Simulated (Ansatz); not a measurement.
## Pd vacancy in EuH3Pd

All numbers are calculated (PBEsol, collinear spin, no spin-orbit coupling; Ansatz, PAW set soft_2, 420 eV, k-mesh 4×4×4 shifted by half a step), not measured.

The relaxed host crystal (no gap at this level of theory):

```
Eu H Pd
1.0
     3.74697    0.00000    0.00000
     0.00000    3.74697    0.00000
     0.00000    0.00000    3.74697
Eu H Pd
1 3 1
Direct
  0.50000 0.50000 0.50000
  0.50000 0.00000 0.00000
  0.00000 0.50000 0.00000
  0.00000 0.00000 0.50000
  0.00000 0.00000 0.00000
```

Supercell of 20 atoms, rows of the matrix [[-1,1,1],[1,-1,1],[1,1,-1]] times the cell vectors; Pd vacancy at (0.000, 0.000, 0.000) in fractions of the cell above. Atoms are relaxed at the host's cell, from a start shaken by 0.03 Å near the defect. The cell loses 1 of its 4 Pd, so this is a heavily defective crystal.

Distances from the empty Pd site (Å), by shell of the perfect crystal:

```csv
shell,perfect crystal,"relaxed, charge 0"
6 H,1.87,2.00
```

| charge | moment of the cell (μB) | gap of the cell on the mesh (eV) |
| --- | --- | --- |
| 0 | 28.06 | 0.00 |

At charge 0 the unpaired electrons sit on atoms with moments (μB): 4 Eu of 6.67.

Formation energy of the neutral defect: 1.52 eV, taking atoms from and to the elements' standard states (no corrections for gases), so it belongs to those chemical potentials alone.

Relaxed cell at charge 0:

```
EuH3Pd V_Pd charge 0
1.0
    -3.7470    3.7470    3.7470
     3.7470   -3.7470    3.7470
     3.7470    3.7470   -3.7470
Eu H Pd
4 12 3
Direct
  0.5001 0.5009 0.5010
  0.0001 0.0009 0.5010
  0.0002 0.5010 0.0011
  0.5001 0.0009 0.0010
  0.0000 0.2510 0.2511
  0.5002 0.7339 0.2339
  0.5001 0.2677 0.7678
  0.0001 0.7510 0.7511
  0.2501 0.5008 0.7510
  0.7670 0.0010 0.7679
  0.7501 0.5009 0.2510
  0.2330 0.0010 0.2340
  0.2331 0.7340 0.5011
  0.7670 0.2679 0.5011
  0.7501 0.7509 0.0009
  0.2502 0.2510 0.0010
  0.0001 0.5009 0.5011
  0.0000 0.0010 0.0010
  0.5002 0.5008 0.0009
```

Caveats: 4f shell without a U, which puts 4f levels too near the Fermi level; open f or d shells may hold a state above the lowest; small supercell, so energies and levels can be off by tenths of an eV; one random start near the defect, so other minima are possible.
